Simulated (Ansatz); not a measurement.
BC5 in space group P3m1 (No. 156; Pearson symbol hP6) under volume change, DFT-PBE in the program Ansatz with PAW potentials, shape and atoms relaxed at each volume.

```csv
V (Å³/atom),E − E(relaxed) (meV/atom),P (GPa)
5.465,65.9,42.07
5.645,27.9,26.01
5.825,6.6,12.09
6.005,0.0,0.00
6.185,6.0,-10.48
6.366,23.0,-19.59
6.546,49.6,-27.49
```

Problem. What does a third-order Birch–Murnaghan fit give for V₀, B₀ and B′?

Solution. V₀ = 6.01 Å³/atom, B₀ = 375 GPa, B′ = 3.7.

The start of the workflow was typed in or built on a structure type; the Crystallography Open Database copy checked does not list it. Whether it is the stable phase at ambient conditions was not checked. The cell was relaxed with PBE under the symmetry of its start; its stability against distortions is not shown here. Its formation energy is positive at this level, so the cell may be metastable or incomplete.

Potentials: the later of the program's two PAW sets.
